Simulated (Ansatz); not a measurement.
# Clamped-ion strain scan in Zn

These are results of Ansatz, DFT PBEsol, scalar-relativistic, plane waves, PAW, not measurements. The runs took a 420 eV cutoff, a Γ-centred 24×24×10 mesh and Gaussian smearing (0.15 eV). No spin polarisation. Energies are free energies at this smearing, counted from the undisturbed cell; pressure is positive in compression.

The starting cell (as given, not relaxed at this level; it stands at -5.4 GPa):

```xyz
2
Lattice="2.6648 0.0000 0.0000 -1.3324 2.3078 0.0000 0.0000 0.0000 4.9467" Properties=species:S:1:pos:R:3 pbc="T T T"
Zn    0.0000    1.5385    1.2367
Zn    1.3324    0.7693    3.7100
```

The cell is strained by ε times the Voigt pattern (0, 1, 0, 0, 0, 0) (xx, yy, zz, yz, xz, xy; engineering shear) with fractional coordinates fixed. The cell is metallic on the mesh throughout.

| ε | ΔE (meV/atom) | stress summed along the pattern (GPa, tension positive) | pressure (GPa) |
| --- | --- | --- | --- |
| -0.0600 | -3.8 | -5.85 | 0.6 |
| -0.0450 | -9.6 | -2.40 | -1.2 |
| -0.0300 | -10.7 | 0.85 | -2.8 |
| -0.0150 | -7.4 | 3.81 | -4.2 |
| 0.0000 | 0.0 | 6.42 | -5.4 |
| 0.0150 | 10.5 | 8.17 | -6.4 |
| 0.0300 | 22.8 | 9.06 | -7.1 |
| 0.0450 | 36.1 | 9.54 | -7.8 |
| 0.0525 | 43.0 | 9.79 | -8.1 |
| 0.0600 | 50.0 | 10.01 | -8.3 |